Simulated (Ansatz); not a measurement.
Li$_{2}$O (anti-fluorite), conventional cell a = 4.626 Å, b = 4.626 Å, c = 4.626 Å, α = 90.00°, β = 90.00°, γ = 90.00°. The calculation uses the primitive cell of 3 atoms, to which meshes and values per cell refer.

Grid over V/V₀ and (c/a)/(c/a)₀, subscript 0 meaning the relaxed cell; the conventional c axis lies along z; no internal relaxation.

The numbers are results of PBE (plane waves to 420 eV, PAW, scalar-relativistic; Ansatz, a program for electronic structure), not measurements. k mesh 12×12×12 (Γ-centred), Fermi-Dirac smearing 0.05 eV. Energies are smeared free energies. Li2O was relaxed with its symmetry unable to fall. ΔE is measured from the relaxed starting cell.

```json
[
 {"ΔE (eV/atom)": "(c/a)/(c/a)₀ = 0.960", "V/V₀ = 0.920": "0.0201", "V/V₀ = 0.947": "0.0115", "V/V₀ = 0.973": "0.0067", "V/V₀ = 1.000": "?", "V/V₀ = 1.027": "0.0066", "V/V₀ = 1.053": "0.0106", "V/V₀ = 1.080": "0.0168"},
 {"ΔE (eV/atom)": "(c/a)/(c/a)₀ = 0.973", "V/V₀ = 0.920": "0.0172", "V/V₀ = 0.947": "0.0086", "V/V₀ = 0.973": "0.0038", "V/V₀ = 1.000": "?", "V/V₀ = 1.027": "0.0037", "V/V₀ = 1.053": "?", "V/V₀ = 1.080": "0.0139"},
 {"ΔE (eV/atom)": "(c/a)/(c/a)₀ = 0.987", "V/V₀ = 0.920": "0.0155", "V/V₀ = 0.947": "0.0069", "V/V₀ = 0.973": "?", "V/V₀ = 1.000": "0.0006", "V/V₀ = 1.027": "0.0020", "V/V₀ = 1.053": "?", "V/V₀ = 1.080": "0.0121"},
 {"ΔE (eV/atom)": "(c/a)/(c/a)₀ = 1.000", "V/V₀ = 0.920": "0.0150", "V/V₀ = 0.947": "0.0064", "V/V₀ = 0.973": "0.0015", "V/V₀ = 1.000": "0.0000", "V/V₀ = 1.027": "0.0014", "V/V₀ = 1.053": "?", "V/V₀ = 1.080": "0.0116"},
 {"ΔE (eV/atom)": "(c/a)/(c/a)₀ = 1.013", "V/V₀ = 0.920": "0.0155", "V/V₀ = 0.947": "0.0069", "V/V₀ = 0.973": "?", "V/V₀ = 1.000": "0.0006", "V/V₀ = 1.027": "0.0020", "V/V₀ = 1.053": "?", "V/V₀ = 1.080": "0.0121"},
 {"ΔE (eV/atom)": "(c/a)/(c/a)₀ = 1.027", "V/V₀ = 0.920": "0.0172", "V/V₀ = 0.947": "0.0086", "V/V₀ = 0.973": "0.0038", "V/V₀ = 1.000": "?", "V/V₀ = 1.027": "0.0036", "V/V₀ = 1.053": "?", "V/V₀ = 1.080": "0.0138"},
 {"ΔE (eV/atom)": "(c/a)/(c/a)₀ = 1.040", "V/V₀ = 0.920": "0.0199", "V/V₀ = 0.947": "0.0113", "V/V₀ = 0.973": "0.0065", "V/V₀ = 1.000": "0.0050", "V/V₀ = 1.027": "0.0064", "V/V₀ = 1.053": "0.0104", "V/V₀ = 1.080": "0.0166"}
]
```

Task: What belongs in the gaps?

Result: 
- (c/a)/(c/a)₀ = 0.960, V/V₀ = 1.000: 0.0052
- (c/a)/(c/a)₀ = 0.973, V/V₀ = 1.000: 0.0023
- (c/a)/(c/a)₀ = 0.973, V/V₀ = 1.053: 0.0077
- (c/a)/(c/a)₀ = 0.987, V/V₀ = 0.973: 0.0021
- (c/a)/(c/a)₀ = 0.987, V/V₀ = 1.053: 0.0059
- (c/a)/(c/a)₀ = 1.000, V/V₀ = 1.053: 0.0053
- (c/a)/(c/a)₀ = 1.013, V/V₀ = 0.973: 0.0021
- (c/a)/(c/a)₀ = 1.013, V/V₀ = 1.053: 0.0059
- (c/a)/(c/a)₀ = 1.027, V/V₀ = 1.000: 0.0022
- (c/a)/(c/a)₀ = 1.027, V/V₀ = 1.053: 0.0076

(Under strain, the slope of the energy per volume gives the stress and its curvature an elastic modulus.)
